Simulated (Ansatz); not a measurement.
Geometry optimisation in Ansatz: input, command and trajectory.

```yaml
crystal:
  lattice:
    - [5.0574953971, -2.53695, 0.0]
    - [5.0574953971, 2.53695, 0.0]
    - [-2.6939680182, 0.0, 6.6572780629]
  atoms:
    - { symbol: Ti, position: [0.8588, 0.884, 0.2814] }
    - { symbol: Ti, position: [0.116, 0.1412, 0.2186] }
    - { symbol: Ti, position: [0.1412, 0.116, 0.7186] }
    - { symbol: Ti, position: [0.884, 0.8588, 0.7814] }
    - { symbol: Ti, position: [0.5, 0.5, 0.0] }
    - { symbol: Ti, position: [0.5, 0.5, 0.5] }
    - { symbol: O, position: [0.5244, 0.8536, 0.1542] }
    - { symbol: O, position: [0.1464, 0.4756, 0.3458] }
    - { symbol: O, position: [0.4756, 0.1464, 0.8458] }
    - { symbol: O, position: [0.8536, 0.5244, 0.6542] }
    - { symbol: O, position: [0.9245, 0.2375, 0.9433] }
    - { symbol: O, position: [0.7625, 0.0755, 0.5567] }
    - { symbol: O, position: [0.0755, 0.7625, 0.0567] }
    - { symbol: O, position: [0.2375, 0.9245, 0.4433] }
    - { symbol: O, position: [0.3123, 0.6877, 0.75] }
    - { symbol: O, position: [0.6877, 0.3123, 0.25] }
basis:
  ecutwfc: 420
kpoints:
  mp_grid: { grid: [8, 8, 6] }
hamiltonian:
  xc: pbesol
scf:
  occupations: { method: gaussian, width: 0.1 }
output:
  forces: true
  stress: true
  eigenvalues: true
relax:
  adjacent_minimum: "off"
  f_tol: 0.01
  max_steps: 40
```

```bash
ansatz run input.yaml --threads 4 --pin off --max-ram 10240MiB --backend cpu --events-out ev --progress --plain --runs-dir out
```

Computed with DFT PBEsol, scalar-relativistic, plane waves, PAW (Ansatz).

Of 4 frames 4 are shown, positions in Å and forces in eV/Å; the SCF threshold varies from step to step.

```xyz
16
Lattice="5.0575 -2.5370 0.0000 5.0575 2.5370 0.0000 -2.6940 0.0000 6.6573" Properties=species:S:1:pos:R:3:forces:R:3 pbc="T T T" step=1 free_energy_over_end_meV_per_atom=0.78
Ti    8.0561    0.0639    1.8734    0.1649   -0.0164    0.0275
Ti    0.7119    0.0639    1.4553   -0.1649   -0.0164   -0.0275
Ti   -0.6351   -0.0639    4.7839   -0.1649    0.0164   -0.0275
Ti    6.7091   -0.0639    5.2020    0.1649    0.0164    0.0275
Ti    5.0575    0.0000    0.0000    0.0000    0.0000    0.0000
Ti    3.7105    0.0000    3.3286    0.0000    0.0000    0.0000
O     6.5538    0.8352    1.0266    0.0678   -0.0541    0.0530
O     2.2142    0.8352    2.3021   -0.0678   -0.0541   -0.0530
O     0.8672   -0.8352    5.6307   -0.0678    0.0541   -0.0530
O     5.2068   -0.8352    4.3552    0.0678    0.0541    0.0530
O     3.3356   -1.7429    6.2798    0.0528    0.0327   -0.1463
O     2.7384   -1.7429    3.7061   -0.0528    0.0327    0.1463
O     4.0854    1.7429    0.3775   -0.0528   -0.0327    0.1463
O     4.6826    1.7429    2.9512    0.0528   -0.0327   -0.1463
O     3.0370    0.9524    4.9930    0.0000    0.0437    0.0000
O     4.3840   -0.9524    1.6643    0.0000   -0.0437    0.0000
16
Lattice="5.0575 -2.5370 0.0000 5.0575 2.5370 0.0000 -2.6940 0.0000 6.6573" Properties=species:S:1:pos:R:3:forces:R:3 pbc="T T T" step=2 free_energy_over_end_meV_per_atom=0.23
Ti    8.0591    0.0602    1.8830    0.1044   -0.0138   -0.0071
Ti    0.7089    0.0602    1.4456   -0.1044   -0.0138    0.0071
Ti   -0.6381   -0.0602    4.7743   -0.1044    0.0138    0.0071
Ti    6.7121   -0.0602    5.2116    0.1044    0.0138   -0.0071
Ti    5.0575    0.0000    0.0000    0.0000    0.0000    0.0000
Ti    3.7105    0.0000    3.3286    0.0000    0.0000    0.0000
O     6.5565    0.8278    1.0329    0.0263   -0.0288    0.0110
O     2.2115    0.8278    2.2958   -0.0263   -0.0288   -0.0110
O     0.8646   -0.8278    5.6244   -0.0263    0.0288   -0.0110
O     5.2095   -0.8278    4.3615    0.0263    0.0288    0.0110
O     3.3415   -1.7374    6.2719   -0.0322   -0.0118   -0.0646
O     2.7326   -1.7374    3.7140    0.0322   -0.0118    0.0646
O     4.0796    1.7374    0.3854    0.0322    0.0118    0.0646
O     4.6884    1.7374    2.9433   -0.0322    0.0118   -0.0646
O     3.0370    0.9558    4.9930    0.0000    0.0477    0.0000
O     4.3840   -0.9558    1.6643    0.0000   -0.0477    0.0000
16
Lattice="5.0575 -2.5370 0.0000 5.0575 2.5370 0.0000 -2.6940 0.0000 6.6573" Properties=species:S:1:pos:R:3:forces:R:3 pbc="T T T" step=3 free_energy_over_end_meV_per_atom=0.02
Ti    8.0644    0.0550    1.8868    0.0172   -0.0125   -0.0158
Ti    0.7036    0.0550    1.4418   -0.0172   -0.0125    0.0158
Ti   -0.6434   -0.0550    4.7704   -0.0172    0.0125    0.0158
Ti    6.7174   -0.0550    5.2155    0.0172    0.0125   -0.0158
Ti    5.0575    0.0000    0.0000    0.0000    0.0000    0.0000
Ti    3.7105    0.0000    3.3286    0.0000    0.0000    0.0000
O     6.5595    0.8203    1.0365   -0.0163   -0.0079   -0.0058
O     2.2085    0.8203    2.2922    0.0163   -0.0079    0.0058
O     0.8615   -0.8203    5.6208    0.0163    0.0079    0.0058
O     5.2126   -0.8203    4.3651   -0.0163    0.0079   -0.0058
O     3.3373   -1.7369    6.2670   -0.0093    0.0005   -0.0126
O     2.7368   -1.7369    3.7189    0.0093    0.0005    0.0126
O     4.0838    1.7369    0.3903    0.0093   -0.0005    0.0126
O     4.6842    1.7369    2.9384   -0.0093   -0.0005   -0.0126
O     3.0370    0.9615    4.9930    0.0000   -0.0032    0.0000
O     4.3840   -0.9615    1.6643    0.0000    0.0032    0.0000
16
Lattice="5.0575 -2.5370 0.0000 5.0575 2.5370 0.0000 -2.6940 0.0000 6.6573" Properties=species:S:1:pos:R:3:forces:R:3 pbc="T T T" step=4 free_energy_over_end_meV_per_atom=0.00
Ti    8.0655    0.0531    1.8861    0.0034   -0.0050   -0.0080
Ti    0.7025    0.0531    1.4426   -0.0034   -0.0050    0.0080
Ti   -0.6445   -0.0531    4.7712   -0.0034    0.0050    0.0080
Ti    6.7185   -0.0531    5.2147    0.0034    0.0050   -0.0080
Ti    5.0575    0.0000    0.0000    0.0000    0.0000    0.0000
Ti    3.7105    0.0000    3.3286    0.0000    0.0000    0.0000
O     6.5582    0.8176    1.0370    0.0010    0.0021    0.0022
O     2.2098    0.8176    2.2917   -0.0010    0.0021   -0.0022
O     0.8628   -0.8176    5.6203   -0.0010   -0.0021   -0.0022
O     5.2112   -0.8176    4.3656    0.0010   -0.0021    0.0022
O     3.3359   -1.7367    6.2664    0.0022   -0.0026    0.0007
O     2.7382   -1.7367    3.7195   -0.0022   -0.0026   -0.0007
O     4.0852    1.7367    0.3908   -0.0022    0.0026   -0.0007
O     4.6828    1.7367    2.9378    0.0022    0.0026    0.0007
O     3.0370    0.9620    4.9930    0.0000    0.0010    0.0000
O     4.3840   -0.9620    1.6643    0.0000   -0.0010    0.0000
```

Time: 63 s on 4 threads of Oxide Virtual Turin-like Processor (Zen 5) (shared host), peak memory 1.5 GiB.

Spin polarisation was left out, and a magnetic state may lie lower.